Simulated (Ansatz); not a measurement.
Input and command of a calculation in Ansatz (plane waves; scalar-relativistic PAW potentials unless the input names others):

```yaml
crystal:
  lattice:
    - [2.2457162383, 1.2965648747, 11.1402320433]
    - [-2.2457162383, 1.2965648747, 11.1402320433]
    - [0.0, -2.5931297494, 11.1402320433]
  atoms:
    - { symbol: Bi, position: [0.3955541002, 0.3955541002, 0.3955541002] }
    - { symbol: Bi, position: [0.6044458998, 0.6044458998, 0.6044458998] }
    - { symbol: Te, position: [0.0, 0.0, 0.0] }
    - { symbol: Te, position: [0.2192602055, 0.2192602055, 0.2192602055] }
    - { symbol: Te, position: [0.7807397945, 0.7807397945, 0.7807397945] }
basis:
  ecutwfc: 420
kpoints:
  mp_grid: { grid: [12, 12, 12] }
hamiltonian:
  xc: pbe
  dispersion: d3bjatm
scf:
  occupations: { method: gaussian, width: 0.02 }
output:
  forces: true
  eigenvalues: true
  stress: true
relax:
  adjacent_minimum: "off"
  f_tol: 0.01
  max_steps: 30
  cell: { stress_tol: 0.1, fix: [volume] }
```

```bash
ansatz run input.yaml --threads 2 --pin off --max-ram 5120MiB --backend cpu --events-out ev --progress --plain --runs-dir out
```

Abridged log:
```
Pseudopotentials: kind: paw
Pseudopotential: Bi, paw, valence charge 15, recommended cutoff 420 eV (normal)
Pseudopotential: Te, paw, valence charge 16, recommended cutoff 420 eV (normal)
Functional definition: PBE
Crystal: 5 atoms, lattice volume = 194.623 Å³
Basis set: ecut = 420 eV, 3841 PW (Γ), FFT grids on a1−a3, a2−a3, a3, exchange–correlation on 64×64×160 points (8 copies of the dense FFT grid, shifted against one another)
Bands: 47, of which v1, the nominal top of the filled ones, is band 39 counted from 1 (38 counted from 0)
Symmetry: 12 space group operations
Space group: R-3m (ITA 166), of the structure as read, at distance tolerance 5.8e-5 Å
k-points: 189 of 1728
Initial density: superposition of atomic densities (neutral atoms: chi_scale 0, normalization atom), corrected by the library's trained network
Initial wavefunctions: pseudopotential atomic-orbital guess
Functional: x = pbe(κ = 0.804, μ = 0.21951497), c = pbe(β = 0.06672455)
SCF iter   1: F=—  HF=-45736.010243 eV  |F-HF|=—  |Δ(HF+E_count)|=         —  Δρ=1.26e-3  dr2=8.49e-3  ethr=1.77e-3  ⟨swp⟩=9.0  Hψ=38485  notcnv=0  defer=6
SCF iter   2: F=—  HF=-45736.006518 eV  |F-HF|=—  |Δ(HF+E_count)|=   3.72e-3  Δρ=6.22e-4  dr2=2.78e-3  ethr=1.09e-5  ⟨swp⟩=3.0  Hψ=19456  notcnv=0  defer=272
SCF iter   3: F=—  HF=-45736.006470 eV  |F-HF|=—  |Δ(HF+E_count)|=   4.81e-5  Δρ=3.78e-4  dr2=3.11e-4  ethr=3.57e-6  ⟨swp⟩=1.7  Hψ=9099  notcnv=0  defer=272
SCF iter   4: F=—  HF=-45736.006701 eV  |F-HF|=—  |Δ(HF+E_count)|=   2.31e-4  Δρ=1.46e-4  dr2=4.53e-5  ethr=3.99e-7  ⟨swp⟩=2.0  Hψ=13142  notcnv=0  defer=272
SCF iter   5: F=—  HF=-45736.006699 eV  |F-HF|=—  |Δ(HF+E_count)|=   2.34e-6  Δρ=6.02e-5  dr2=9.19e-6  ethr=5.81e-8  ⟨swp⟩=2.0  Hψ=11184  notcnv=0  defer=272
SCF iter   6: F=—  HF=-45736.006709 eV  |F-HF|=—  |Δ(HF+E_count)|=   1.06e-5  Δρ=1.20e-5  dr2=5.35e-7  ethr=1.18e-8  ⟨swp⟩=3.0  Hψ=16006  notcnv=0  defer=272
SCF iter   7: F=-45736.006710 eV  HF=-45736.006710 eV  |F-HF|=1.45e-8  |Δ(HF+E_count)|=   7.43e-7  Δρ=3.23e-6  dr2=3.20e-8  ethr=1.28e-10  ⟨swp⟩=11.8  Hψ=43780  notcnv=0
SCF 1 converged in 7 iterations: F = -45736.006710 eV  dr2 = 3.20e-8
relax step   1: F+E_penalty+E_count = -45736.00671000 eV  Δ(F+E_penalty+E_count) = +0.000e0 eV  max|allowed force component| = 2.127e-1 eV/Å  Δτ_max = 0.0000 Å  P = -2.872 GPa  Ω = 194.623 Å³  fix = [volume]  reactions: volume -2.872 GPa (7 SCF iters, dr2 threshold 1.00e-7 eV, accepted)
Basis set: ecut = 420 eV, 3829 PW (Γ), FFT grids on a1−a3, a2−a3, a3, exchange–correlation on 64×64×160 points (8 copies of the dense FFT grid, shifted against one another)
Initial density: handed on by an earlier stage of this run
Initial wavefunctions: those handed on with the density
SCF iter   1: F=—  HF=-45736.021216 eV  |F-HF|=—  |Δ(HF+E_count)|=         —  Δρ=3.95e-3  dr2=2.56e-2  ethr=3.27e-5  ⟨swp⟩=2.9  Hψ=45755  notcnv=0
   ...
SCF iter   8: F=-45736.038018 eV  HF=-45736.038018 eV  |F-HF|=5.82e-11  |Δ(HF+E_count)|=  6.55e-10  Δρ=1.23e-7  dr2=4.10e-11  ethr=1.00e-12  ⟨swp⟩=5.0  Hψ=34459  notcnv=0
SCF 6 converged in 8 iterations: F = -45736.038018 eV  dr2 = 4.10e-11
relax step   6: F+E_penalty+E_count = -45736.03801794 eV  Δ(F+E_penalty+E_count) = -1.118e-4 eV  max|allowed force component| = 1.294e-3 eV/Å  Δτ_max = 0.0044 Å  P = -1.406 GPa  Ω = 194.623 Å³  fix = [volume]  reactions: volume -1.406 GPa (8 SCF iters, accepted)
Basis set: ecut = 420 eV, 3849 PW (Γ), FFT grids on a1−a3, a2−a3, a3, exchange–correlation on 60×60×160 points (8 copies of the dense FFT grid, shifted against one another)
Initial wavefunctions: pseudopotential atomic-orbital guess (no wavefunctions were taken with the density)
SCF iter   1: F=—  HF=-45736.034901 eV  |F-HF|=—  |Δ(HF+E_count)|=         —  Δρ=1.90e-4  dr2=2.12e-6  ethr=4.10e-7  ⟨swp⟩=3.8  Hψ=63494  notcnv=0
SCF iter   2: F=—  HF=-45736.037182 eV  |F-HF|=—  |Δ(HF+E_count)|=   2.28e-3  Δρ=9.59e-5  dr2=6.89e-7  ethr=2.72e-9  ⟨swp⟩=2.8  Hψ=17176  notcnv=0
SCF iter   3: F=—  HF=-45736.037906 eV  |F-HF|=—  |Δ(HF+E_count)|=   7.24e-4  Δρ=3.33e-5  dr2=1.84e-7  ethr=8.83e-10  ⟨swp⟩=2.2  Hψ=11561  notcnv=0
SCF iter   4: F=—  HF=-45736.038006 eV  |F-HF|=—  |Δ(HF+E_count)|=   1.00e-4  Δρ=3.22e-6  dr2=1.20e-8  ethr=2.37e-10  ⟨swp⟩=2.0  Hψ=11412  notcnv=0
SCF iter   5: F=—  HF=-45736.038007 eV  |F-HF|=—  |Δ(HF+E_count)|=   8.26e-7  Δρ=6.30e-7  dr2=1.26e-9  ethr=1.53e-11  ⟨swp⟩=2.1  Hψ=13329  notcnv=0
SCF iter   6: F=—  HF=-45736.038007 eV  |F-HF|=—  |Δ(HF+E_count)|=   1.81e-8  Δρ=1.80e-7  dr2=2.99e-10  ethr=1.00e-12  ⟨swp⟩=5.8  Hψ=34850  notcnv=0
SCF iter   7: F=-45736.038007 eV  HF=-45736.038007 eV  |F-HF|=7.28e-12  |Δ(HF+E_count)|=  3.64e-10  Δρ=5.36e-8  dr2=1.44e-11  ethr=1.00e-12  ⟨swp⟩=5.0  Hψ=28227  notcnv=0
SCF 7 converged in 7 iterations: F = -45736.038007 eV  dr2 = 1.44e-11
SCF converged after 7 iterations
Free energy (F): -45736.038007 eV
Harris-Foulkes:  -45736.038007 eV  (|F-HF|=7.28e-12)
Internal energy: -45736.038007 eV  (E = F + TS)
E sigma→0 (E₀):  -45736.038007 eV
Fermi energy:    7.318278 eV
  E_disp       = -1.872566  (pairwise vdW)
--- Forces (eV/Å), atoms counted from 1 ---
  atom   1  Bi     0.00000000     0.00000000    -0.00130048
  atom   2  Bi     0.00000000     0.00000000     0.00130048
  atom   3  Te     0.00000000     0.00000000     0.00000000
  atom   4  Te     0.00000000     0.00000000     0.00095204
  atom   5  Te     0.00000000     0.00000000    -0.00095204
--- Stress (GPa, compression-positive) ---
       -1.412153       0.000000       0.000000
        0.000000      -1.412153       0.000000
        0.000000       0.000000      -1.396636
  P = ⅓ Tr σ = -1.4070 GPa (-14.070 kbar)
--- Relaxed structure (6 steps of the walk, 5 accepted, 1 SCFs on fresh bases) ---
  F+E_penalty+E_count = -45736.03800660 eV   max|allowed force component| = 1.300e-3 eV/Å   (the final SCF, on the basis selected at the relaxed cell)
  cell:  # Å, volume = 194.6232 Å³
    - [2.21388035, 1.27818442, 11.46293158]
    - [-2.21388035, 1.27818442, 11.46293158]
    - [0.0, -2.55636884, 11.46293158]
  atoms:
    - { symbol: Bi, position: [0.39294440, 0.39294440, 0.39294440] }
    - { symbol: Bi, position: [0.60705559, 0.60705559, 0.60705559] }
    - { symbol: Te, position: [0.0, 0.0, 0.0] }
    - { symbol: Te, position: [0.22367065, 0.22367065, 0.22367065] }
    - { symbol: Te, position: [0.77632934, 0.77632934, 0.77632934] }
```

Apart from outputs and empty bands, the input differs from a reference run on usual settings in hamiltonian.dispersion: not typed → "d3bjatm". The reference, at the same start, ended its own course with pressure -0.24 GPa, largest force 0.002 eV/Å, gap on the mesh 0.76 eV. This run converged in 46 SCF iterations over all its steps (reference: 44) with an energy at zero smearing 374 meV/atom below the reference's (the Hamiltonian itself differs), pressure -1.41 GPa, largest force 0.001 eV/Å, gap on the mesh 0.80 eV.

Time: 89 s on 2 threads of AMD EPYC 9R45 96-Core Processor (Zen 5), on a shared host, peak memory 1.4 GiB.